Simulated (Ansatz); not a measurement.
**How far is PAW off for Hf?**

```xyz
1
Lattice="0.0000 2.2200 2.1534 2.2200 0.0000 2.1534 2.2200 2.2200 0.0000" Properties=species:S:1:pos:R:3 pbc="T T T"
Hf    0.0000    0.0000    0.0000
```

The cell comes from COD entry 1534929, which wasn't checked; take it as a given geometry. The listed cell was then made from it by scaling, straining or moving an atom.

Spin–orbit coupling is left out, though it moves levels of the heavy atoms by tenths of an eV or more.

All numbers are computed: DFT, LDA, PAW with Ansatz's default frozen-core files, scalar-relativistic (Ansatz 0.2.0); DFT, LDA, all-electron PAW with datasets made for the crystal, scalar-relativistic (Ansatz 0.2.0); DFT, LDA, all-electron LAPW, scalar-relativistic (Ansatz 0.2.0).

For PAW: a Γ-centred 13×13×13 k mesh, Fermi–Dirac smearing of 0.03 eV, cutoff 420 eV, no spin polarisation; the PAW files were made with PBE, and the program remakes their frozen cores for this functional. The crystal-made all-electron datasets (AE datasets) take a cutoff of 400 eV at this cell. LAPW targets a basis error of 1 meV/atom. The Ansatz runs share mesh, smearing and spin set-up. Plane-wave (PAW) pressures include the program's estimate of the Pulay term.

Stress and pressure are positive in compression.

Spin–orbit coupling is left out, which moves gradients at and beside heavy atoms by some per cent and at worst by a factor of two.

In a metal, gradients converge slowly with the k mesh: the values move by tens of per cent from one mesh to another, at times in sign, so only the comparison on one mesh counts.

```
                            quantity    PAW  AE datasets   LAPW
                      pressure (GPa)  -2.37        -2.34  -2.34
                     stress xx (GPa)  -2.66        -2.62  -2.62
                     stress zz (GPa)  -1.80        -1.77  -1.76
field gradient Vzz at Hf (10²¹ V/m²)   2.82         2.82      –
```

PAW's pressure differs from the LAPW value by -0.04 GPa. Datasets made for the crystal and LAPW share parts of one code, so their agreement isn't an independent check.
